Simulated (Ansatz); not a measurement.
**Does this entry for LiMg6GaO8 lie near equilibrium?**

The cell is a computed structure from the Materials Project (it need not be an observed phase), taken as it stands.

```cif
data_LiMg6GaO8
_symmetry_space_group_name_H-M 'P4/mmm'
_symmetry_Int_Tables_number 123
_cell_length_a 4.2100
_cell_length_b 4.2100
_cell_length_c 8.5145
_cell_angle_alpha 90.000
_cell_angle_beta 90.000
_cell_angle_gamma 90.000
loop_
_atom_site_label
_atom_site_type_symbol
_atom_site_symmetry_multiplicity
_atom_site_Wyckoff_symbol
_atom_site_fract_x
_atom_site_fract_y
_atom_site_fract_z
Li Li 1 a 0.0000 0.0000 0.0000
Mg2 Mg 1 b 0.0000 0.0000 0.5000
Mg3 Mg 1 d 0.5000 0.5000 0.5000
Mg4 Mg 4 i 0.0000 0.5000 0.2458
Ga Ga 1 c 0.5000 0.5000 0.0000
O9 O 2 g 0.0000 0.0000 0.2570
O11 O 2 h 0.5000 0.5000 0.2377
O13 O 2 f 0.0000 0.5000 0.0000
O14 O 2 e 0.0000 0.5000 0.5000
```

One atom of each set is listed.

Computed with Ansatz: DFT, PBE, plane waves and PAW, scalar-relativistic, 420 eV cutoff, Γ-centred 5×5×3 k-points, Fermi–Dirac smearing 0.02 eV.

(1) Do the atoms and the cell lie near the calculated equilibrium?

## Answers

(1) Yes. The largest force is 0.063 eV/Å, on atom 11 (O: 1 Ga at 2.02 Å, 5 Mg at 2.11–2.23 Å), and the pressure is -0.2 GPa.
